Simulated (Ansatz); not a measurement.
CaZnC₂O₆:
```cif
data_C6Ca3O18Zn3
_chemical_formula_sum 'Ca3 Zn3 C6 O18'
_space_group_name_H-M_alt 'R-3 :H'
_space_group_IT_number 148
_space_group_name_Hall '-R 3'
_cell_length_a 4.81190
_cell_length_b 4.81190
_cell_length_c 16.01596
_cell_angle_alpha 90.000
_cell_angle_beta 90.000
_cell_angle_gamma 120.000
loop_
_atom_site_label
_atom_site_type_symbol
_atom_site_symmetry_multiplicity
_atom_site_Wyckoff_symbol
_atom_site_fract_x
_atom_site_fract_y
_atom_site_fract_z
_atom_site_occupancy
Ca1 Ca 3 a 0.00000 0.00000 0.00000 1
Zn1 Zn 3 b 0.00000 0.00000 0.50000 1
C1 C 6 c 0.00000 0.00000 0.24233 1
O1 O 18 f 0.02780 0.28000 0.24374 1
```
(The calculation used a cell of 10 atoms; values per cell refer to that cell.)

Relaxed at zero pressure with r²SCAN (plane waves, PAW; program Ansatz).

Q: The volume is raised by 3 % and shape and atoms relax at that volume. What pressure results, and how do the axes share the change?

A: -2.8 GPa; a 0.6 %, b 0.6 %, c 1.8 %; the energy rises by 3 meV/atom.

Q: Give the new structure.

A: 
Space group R-3, hexagonal axes (No. 148); a = 4.840 Å, b = 4.840 Å, c = 16.305 Å, α = 90.00°, β = 90.00°, γ = 120.00°

```json
[
 {"atom": "Ca", "site": "3a", "symmetry": "-3.", "x": "0.0000", "y": "0.0000", "z": "0.0000"},
 {"atom": "Zn", "site": "3b", "symmetry": "-3.", "x": "0.0000", "y": "0.0000", "z": "0.5000"},
 {"atom": "C", "site": "6c", "symmetry": "3.", "x": "0.0000", "y": "0.0000", "z": "0.2420"},
 {"atom": "O", "site": "18f", "symmetry": "1", "x": "0.4154", "y": "0.0545", "z": "0.0899"}
]
```

The phase is kept; no other phase was compared at this pressure.

The first step of the workflow began from a Materials Project structure, measured or hypothetical; the Crystallography Open Database copy checked does not list it. Whether it is the stable phase at ambient conditions was not checked. The r²SCAN relaxation kept the symmetry of its start; its stability against distortions is not shown here.

Potentials: the later of the program's two PAW sets.
